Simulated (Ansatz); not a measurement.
One crystal and one scan (frozen-phonon scan) at two levels, PBE (plane waves to 420 eV, PAW, scalar-relativistic; Ansatz, a quantum-chemistry and plane-wave program) and r2SCAN (plane waves to 500 eV, PAW, scalar-relativistic; Ansatz), each from its own relaxed cell and on its own mesh. The cell shown is that of PBE.

Relaxed SiC (zinc blende):

```
CELL_PARAMETERS angstrom
      0.00000     2.18986     2.18986
      2.18986     0.00000     2.18986
      2.18986     2.18986     0.00000
ATOMIC_POSITIONS crystal
  C  0.75000 0.75000 0.75000
  Si 0.00000 0.00000 0.00000
```

The atoms are displaced by Q × the pattern below (from a DFPT mode at Γ, largest move 1; Q in Å), at fixed cell. It is one choice among 3 degenerate patterns.

| atom | x | y | z |
|---|---|---|---|
| C1 | 0.000 | 0.000 | -1.000 |
| Si2 | 0.000 | 0.000 | 0.428 |

SiC was relaxed with its symmetry unable to fall. The PAW data are Ansatz's earlier set. Percentages come from the unrounded values. Both scans cover Q from -0.280 to 0.280 Å.

Results of PBE:

```
Quantity                                                                                                                                           Value
----------------------------------------------------------------------------------------  --------------------------------------------------------------
Lattice constant a (Å)                                                                                                                             4.380
Energy at Q = 0.280 Å (meV/cell)                                                                                                                    1338
Harmonic wavenumber from the curvature (finite differences) (cm⁻¹ (negative: imaginary))                                                             775
Space group of the distorted cell                                                                                      Imm2 (No. 44), lowered from F-43m
Symmetry of the curve                                                                                                      even: the same for both signs
Shape of the curve                                                                        a single well with its minimum at or next to zero displacement
```

Question: What does r2SCAN give for the same quantities?

Answer: 
| quantity | r2SCAN | PBE − r2SCAN |
|---|---|---|
| Lattice constant a (Å) | 4.357 | +0.023 (+0.5 %) |
| Energy at Q = 0.280 Å (meV/cell) | 1422 | -84 (-5.9 %) |
| Harmonic wavenumber from the curvature (finite differences) (cm⁻¹ (negative: imaginary)) | 799 | -24 (-3.0 %) |

PBE gives the higher value for: lattice constant a. PBE gives the lower value for: energy at Q = 0.280 Å; harmonic wavenumber from the curvature. Both give the same space group of the distorted cell: Imm2 (No. 44), lowered from F-43m.

(A displaced cell: forces are minus the slopes of the energy, force constants its curvatures, and phonons follow from these.)
